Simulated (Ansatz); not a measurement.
Sc:
```cif
data_Sc4
_chemical_formula_sum 'Sc4'
_space_group_name_H-M_alt 'Fm-3m'
_space_group_IT_number 225
_space_group_name_Hall '-F 4 2 3'
_cell_length_a 4.47221
_cell_length_b 4.47221
_cell_length_c 4.47221
_cell_angle_alpha 90.000
_cell_angle_beta 90.000
_cell_angle_gamma 90.000
loop_
_atom_site_label
_atom_site_type_symbol
_atom_site_symmetry_multiplicity
_atom_site_Wyckoff_symbol
_atom_site_fract_x
_atom_site_fract_y
_atom_site_fract_z
_atom_site_occupancy
Sc1 Sc 4 a 0.00000 0.00000 0.00000 1
```
(The calculation used a cell of 1 atom; values per cell refer to that cell.)

Relaxed with LDA.

Question: Which orbitals make up the states near the Fermi level in DFT-LDA in the program Ansatz with PAW potentials?

Answer: Within 0.5 eV of the Fermi level: Sc 3d 87 %, outside the projected shells 9 %. Projections are on Löwdin-orthogonalised atomic valence shells; empty p or d shells of many metals are not among them.

Question: Tabulate the density of states.

Answer: States/eV per cell of 1 atom, in 0.25 eV bins, energy from the Fermi level.

```csv
E (eV),total,Sc 3d,Sc 4s,Sc 3p
-5.45,0.00,0.00,0.00,0.00
-5.20,0.03,0.00,0.03,0.00
-4.95,0.07,0.00,0.06,0.00
-4.70,0.09,0.00,0.09,0.00
-4.45,0.12,0.00,0.11,0.00
-4.20,0.14,0.00,0.12,0.00
-3.95,0.16,0.01,0.14,0.00
-3.70,0.18,0.01,0.16,0.00
-3.45,0.21,0.02,0.18,0.01
-3.20,0.24,0.03,0.20,0.01
-2.95,0.28,0.04,0.22,0.01
-2.70,0.32,0.07,0.24,0.01
-2.45,0.38,0.11,0.26,0.01
-2.20,0.46,0.17,0.28,0.01
-1.95,0.64,0.32,0.30,0.01
-1.70,0.94,0.61,0.30,0.01
-1.45,0.97,0.69,0.25,0.01
-1.20,0.94,0.72,0.19,0.01
-0.95,0.93,0.76,0.12,0.01
-0.70,1.22,1.10,0.06,0.01
-0.45,1.43,1.35,0.02,0.01
-0.20,1.76,1.61,0.02,0.01
0.05,1.63,1.40,0.04,0.01
0.30,1.80,1.42,0.12,0.01
0.55,1.61,1.43,0.05,0.01
0.80,1.77,1.58,0.07,0.01
1.05,1.76,1.53,0.11,0.01
1.30,1.53,1.32,0.11,0.00
1.55,1.30,1.15,0.07,0.00
1.80,1.92,1.82,0.03,0.00
2.05,1.52,1.46,0.01,0.00
2.30,1.36,1.33,0.01,0.00
2.55,1.52,1.48,0.02,0.00
2.80,1.98,1.91,0.04,0.00
3.05,1.42,1.37,0.03,0.00
3.30,1.50,1.45,0.03,0.00
3.55,1.52,1.47,0.03,0.00
3.80,1.75,1.68,0.04,0.00
4.05,2.65,2.56,0.05,0.00
4.30,2.49,2.38,0.07,0.00
4.55,1.09,0.91,0.11,0.00
4.80,0.74,0.48,0.13,0.00
```

The workflow started from an entry of the Crystallography Open Database (COD), which files this formula under 2 space groups. It is not the phase usual at ambient conditions (space group No. 194). The LDA relaxation kept the symmetry of its start; its stability against distortions is not shown here. No spin polarisation was allowed.

Potentials: the later of the program's two PAW sets.
